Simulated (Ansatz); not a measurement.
The geometry is COD entry 1523433, unchecked; take it as a test cell.

LuHg: DFT, LDA, PAW with Ansatz's default frozen-core files, scalar-relativistic (Ansatz 0.2.0).

Command: `ansatz run input.yaml --threads 1 --pin off --max-ram 3072MiB --backend cpu --events-out ev --progress --plain --runs-dir out` The run took 13 s on 1 thread of Intel(R) Xeon(R) 6975P-C (Granite Rapids), on a shared host, peak memory 0.48 GiB.

```yaml
crystal:
  lattice:
    - [3.607, 0.0, 0.0]
    - [0.0, 3.607, 0.0]
    - [0.0, 0.0, 3.607]
  atoms:
    - { symbol: Lu, position: [0.5, 0.5, 0.5] }
    - { symbol: Hg, position: [0.0, 0.0, 0.0] }
kpoints:
  mp_grid: { grid: [10, 10, 10] }
  band_path:
    path:
      - [0.0, 0.0, 0.0]
      - [0.0, 0.5, 0.0]
      - [0.5, 0.5, 0.0]
      - [0.0, 0.0, 0.0]
      - [0.5, 0.5, 0.5]
      - [0.0, 0.5, 0.0]
      - [0.5, 0.5, 0.5]
      - [0.5, 0.5, 0.0]
    npoints: 14
scf:
  occupations: { method: fermi_dirac, width: 0.05 }
hamiltonian:
  xc: lda
  pseudopotentials: { kind: paw }
output:
  forces: true
  stress: true
  eigenvalues: true
  efg: { contact_densities: true }
  populations: true
  bader: true
  dos: { projected: true, de: 0.2, e_range: [-14, 8] }
  write_density: true
  write_potential: true
  elf: true
  volumetric_format: npy
```

Output:

```
Lu: projections on atomic orbitals take those of the free atom [Kr 4d10] 4f14 5s2 5p6 5d1 6s2, of charge +0.00 (hamiltonian.pseudopotentials.projection_atoms); the dataset's partial waves leave at most 5.1e-5 of an orbital's norm unspanned inside its sphere
Lu, Hg: output.efg is read without spin–orbit coupling, which moves field gradients at and beside such atoms by some per cent and up to a factor of two; PAW files take it under magnetization.noncollinear and magnetization.spin_orbit
Engine: ansatz 0.2.0
Pseudopotentials: kind: paw
Pseudopotential: Lu, paw, valence charge 25, recommended cutoff 420 eV (normal)
Pseudopotential: Hg, paw, valence charge 20, recommended cutoff 420 eV (normal)
Functional definition: SPW92
  exchange = slater_x
  correlation = pw_c
Crystal: 2 atoms, lattice volume = 46.929 Å³
Basis set: ecut = 420 eV, 925 PW (Γ)
Bands: 27, of which v1, the nominal top of the filled ones, is band 23 counted from 1 (22 counted from 0)
Symmetry: 48 space group operations
Space group: Pm-3m (ITA 221), of the structure as read, at distance tolerance 3.6e-5 Å
k-points: 56 of 1000
Non-local potential: Lu, projectors of the file, l = 0: 3, l = 1: 2, l = 2: 2, l = 3: 3
Non-local potential: Hg, projectors of the file, l = 0: 3, l = 1: 2, l = 2: 2, l = 3: 1
PAW form: soft (Blöchl's): semilocal exchange-correlation on the pseudo side does not see the compensation charge
PAW frozen core: Lu, regenerated for the run's functional, and the local potential with it (the file was generated under x = pbe(κ = 0.804, μ = 0.2195149727645171), c = pbe(β = 0.06672455060314922))
PAW frozen core: Hg, regenerated for the run's functional, and the local potential with it (the file was generated under x = pbe(κ = 0.804, μ = 0.2195149727645171), c = pbe(β = 0.06672455060314922))
PAW one-centre angular grid: Lu, 590 points (default); XC on 64 Gauss nodes
PAW one-centre angular grid: Hg, 590 points (default); XC on 64 Gauss nodes
Initial density: superposition of atomic densities (neutral atoms: chi_scale 0, normalization atom), corrected by the library's trained network
Initial wavefunctions: pseudopotential atomic-orbital guess
Functional: x = slater, c = lda
SCF iter   1: F=—  HF=-28016.529022 eV  |F-HF|=—  |Δ(HF+E_count)|=         —  Δρ=4.17e-3  dr2=3.53e-3  ethr=1.77e-3  ⟨swp⟩=5.5  Hψ=7657  notcnv=0
preconditioner: auto → Resta (q_TF=auto, 2.709 Å⁻¹)  ε∞=7.9  [insulator: Δε(μ)=0.141 eV  Ē_g=12.204 eV  σ=0.050 eV  W_gap=0.50  n_scr=18 (ndim 8)  ℏωp=32.1 eV  f_vac=0.000  D(μ)=1.37/eV (n_scr^D=6)  ε∞_Penn≈7.9]
SCF iter   2: F=—  HF=-28016.527333 eV  |F-HF|=—  |Δ(HF+E_count)|=   1.69e-3  Δρ=2.12e-3  dr2=7.72e-4  ethr=7.85e-6  ⟨swp⟩=2.9  Hψ=4043  notcnv=0
preconditioner: auto → Kerker (q_TF=auto, 2.709 Å⁻¹)  [metal: Δε(μ)=0.140 eV  Ē_g=12.188 eV  σ=0.050 eV  W_gap=0.50  n_scr=18 (ndim 8)  ℏωp=32.1 eV  f_vac=0.000  D(μ)=1.37/eV (n_scr^D=6)]
SCF iter   3: F=—  HF=-28016.527265 eV  |F-HF|=—  |Δ(HF+E_count)|=   6.73e-5  Δρ=1.14e-3  dr2=1.66e-4  ethr=1.72e-6  ⟨swp⟩=2.5  Hψ=2986  notcnv=0
SCF iter   4: F=—  HF=-28016.527230 eV  |F-HF|=—  |Δ(HF+E_count)|=   3.54e-5  Δρ=3.67e-4  dr2=3.36e-5  ethr=3.70e-7  ⟨swp⟩=2.8  Hψ=2993  notcnv=0
SCF iter   5: F=—  HF=-28016.527232 eV  |F-HF|=—  |Δ(HF+E_count)|=   1.67e-6  Δρ=8.96e-5  dr2=2.80e-6  ethr=7.46e-8  ⟨swp⟩=2.3  Hψ=2631  notcnv=0
SCF iter   6: F=—  HF=-28016.527232 eV  |F-HF|=—  |Δ(HF+E_count)|=   3.44e-7  Δρ=1.68e-5  dr2=1.29e-7  ethr=6.21e-9  ⟨swp⟩=2.8  Hψ=2793  notcnv=0
SCF iter   7: F=—  HF=-28016.527232 eV  |F-HF|=—  |Δ(HF+E_count)|=   5.31e-8  Δρ=6.80e-6  dr2=3.11e-8  ethr=2.22e-10  ⟨swp⟩=13.5  Hψ=17177  notcnv=0
SCF iter   8: F=-28016.527232 eV  HF=-28016.527232 eV  |F-HF|=2.38e-9  |Δ(HF+E_count)|=   9.75e-9  Δρ=2.86e-6  dr2=3.06e-9  ethr=6.92e-11  ⟨swp⟩=10.2  Hψ=11785  notcnv=0
SCF 1 converged in 8 iterations: F = -28016.527232 eV  dr2 = 3.06e-9
  greatest PAW one-centre occupation: 1.000 electrons in one spin orbital (limit 2), on the Hg atom at site 1 (counted from 0), in its partial waves of l = 0
NSCF: frozen V_eff on 99 k-points
SCF converged after 8 iterations
Free energy (F): -28016.527232 eV
Harris-Foulkes:  -28016.527232 eV  (|F-HF|=2.38e-9)
Internal energy: -28016.515679 eV  (E = F + TS)
E sigma→0 (E₀):  -28016.521456 eV
Entropy (-TS):   -0.011553 eV (-5.776 meV/atom)
Fermi energy:    16.504278 eV
--- Per-component energies (eV) ---
  E_band       = -322.681543
  E_kinetic    = 1022.827559
  E_local      = -8761.397806  (includes V_loc(G=0)·N_el)
  E_nonlocal   = 664.947776
  E_hartree    = 3686.124549
  E_xc         = -436.661756
  E_vxc        = -521.600250  (∫ρ·V_xc dr)
  E_paw        = -16789.502562  (= ΣΔE_a)
  E_vpaw       = -99.706959  (= ΣTr[D̂ρ^β])
  E_aug_tail   = 0.000853  (compensation charges beyond the density's cutoff)
  E_ewald      = -7405.749020
  E_core_change = 2.894728  (= ΣΔE_core)
  E_smearing   = -0.011553  (= −TS)
  E_closure    = 0.000000  (closes the sum)
  Σ components = -28016.527232   (vs F -28016.527232, Δ=0.00e0)
--- Forces (eV/Å), atoms counted from 1 ---
  atom   1  Lu     0.00000000     0.00000000    -0.00000000
  atom   2  Hg    -0.00000000     0.00000000    -0.00000000
  max |Σ_I F_I| component: 7.19e-29 eV/Å
--- Stress (GPa, compression-positive) ---
       -4.172732      -0.000000       0.000000
       -0.000000      -4.172732       0.000000
        0.000000      -0.000000      -4.172732
  P = ⅓ Tr σ = -4.1727 GPa (-41.727 kbar)
--- PAW observables at the nuclei: V_zz in 10²¹ V/m², potentials from the cell's mean, atoms counted from 1 ---
  atom   1  Lu V_zz =    +0.000000   η = 0.0000   by run symmetry: forbidden
            electrostatic potential = -13872.940627 V   contact ρ = 6938634.407736 e/Å³
  atom   2  Hg V_zz =    -0.000000   η = 0.0000   by run symmetry: forbidden
            electrostatic potential = -16796.269850 V   contact ρ = 14075666.177463 e/Å³
--- Band table (eV; the first three rows and the last of 56) ---
  k-point 0: bands = ["-99.2836", "-47.5390", "-47.5390", "-47.5390", "-40.3564", "-10.9548", "-10.9548", "-10.9548", "7.6578", "8.5024", "8.5024", "9.1740", "9.1740", "9.1740", "10.8444", "10.8444", "10.8444", "10.8489", "10.8489", "10.8489", "10.8675", "16.9164", "16.9164", "20.8385", "20.8385", "20.8385", "20.9894"]
  k-point 1: bands = ["-99.2836", "-47.5394", "-47.5390", "-47.5390", "-40.3559", "-10.9730", "-10.9536", "-10.9536", "7.8108", "8.5169", "8.5593", "9.1570", "9.1570", "9.1770", "10.8450", "10.8469", "10.8469", "10.8472", "10.8534", "10.8534", "10.8725", "16.8114", "16.8849", "19.8257", "19.8257", "20.2041", "20.8060"]
  k-point 2: bands = ["-99.2835", "-47.5403", "-47.5389", "-47.5389", "-40.3544", "-11.0203", "-10.9504", "-10.9504", "8.2262", "8.5550", "8.7481", "9.1133", "9.1133", "9.1847", "10.8358", "10.8533", "10.8533", "10.8551", "10.8652", "10.8652", "10.8856", "16.1200", "16.8009", "18.9219", "18.9219", "19.6412", "20.7214"]
  k-point 55: bands = ["-99.2834", "-47.5421", "-47.5421", "-47.5421", "-40.3403", "-11.0972", "-11.0972", "-11.0972", "8.7533", "8.7533", "8.7533", "9.6460", "9.6460", "10.7753", "10.8406", "10.8406", "10.8406", "10.8722", "10.8722", "10.8722", "14.4121", "14.4121", "14.4121", "14.8006", "21.8205", "21.8205", "21.8205"]
--- Löwdin populations: 2 sites ---
  site symbol       q [e]
     0     Lu     25.4720
     1     Hg     19.0027
  spilling = 0.011673 (of n_electrons = 45.000000)
--- Bader charges: 2 sites ---
  site symbol  charge [e]  shift [e]
     0     Lu      1.4080     0.0000
     1     Hg     -1.4080     0.0000
  estimated error of the sums over rays = 2.5e-4 e
```

populations.tsv:

```
# site	symbol	l	j	q
# orbitals = lowdin
# n_electrons = 45.000000
# spilling = 0.011673
# projection_atom_Lu: [Kr 4d10] 4f14 5s2 5p6 5d1 6s2
0	Lu	0_5S	-	1.987677
0	Lu	0_6S	-	0.938898
0	Lu	1_5P	-	5.989933
0	Lu	2_5D	-	2.560713
0	Lu	3_4F	-	13.994813
1	Hg	0_5S	-	1.966100
1	Hg	0_6S	-	1.229997
1	Hg	1_5P	-	5.989524
1	Hg	2_5D	-	9.817064
```

bader_charges.tsv:

```
# site	symbol	x_ang	y_ang	z_ang	partial_charge_e	electrons	volume_ang3	relative_density_drop	shared_charge_e	partial_wave_shift_e
# quadrature_error_electrons = 2.5e-4
0	Lu	1.8035	1.8035	1.8035	1.40803	69.59197	17.23	-	1.40803	0.00000
1	Hg	0.0000	0.0000	0.0000	-1.40803	81.40803	29.70	-	-1.40803	0.00000
```
